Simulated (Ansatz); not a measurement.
# Ni: energy along a strain

Ni, Im-3m, a = 2.767 Å (as given, not relaxed at this level: -2.7 GPa). This isn't the element's structure at ambient conditions. Ansatz: PBEsol, PAW, 420 eV, Γ-centred 24×24×24 mesh on 1 atom, Gaussian smearing 0.15 eV; collinear spin, largest moment 0.6 μB. Cell vectors (Å): -1.384 1.384 1.384; 1.384 -1.384 1.384; 1.384 1.384 -1.384. The cell is strained by x per cent times the pattern (0 0 1 0 0 0) in the order xx yy zz yz xz xy (engineering shears), with fractional coordinates held. y is the free energy over the start, V0 = 10.597 Å³/atom.

```tsv
x (%)	y (meV/atom)
-2.00	?
-1.50	-1.54
-1.00	-1.30
-0.50	-0.78
0.00	0.00
0.50	1.03
1.00	2.30
1.50	3.81
2.00	5.54
```

Q: Fit y = c1 x + c2 x² + c3 x³ to the other rows, get the stiffness along the pattern, and predict the missing energy.

A: Least squares on the rows shown. y = 1.812 x + 0.5039 x² − 0.01254 x³. The clamped-ion stiffness p·C·p = 2 × 5.039 eV × 160.2 / 10.597 Å³ = 152 GPa, which is C33 in these axes (C11 of the cubic crystal) (second derivative at the start, which stands under stress). The pressures of the same runs give B = −dP/dε = 208 GPa; in a cubic crystal a longitudinal stiffness under B means a negative shear constant, so this lattice is unstable. At x = -2.00 the fit asked for gives -1.51 meV/atom. The run gave -1.50 meV/atom, so the fit is 0.01 meV/atom too low, a small miss on the scale of the series.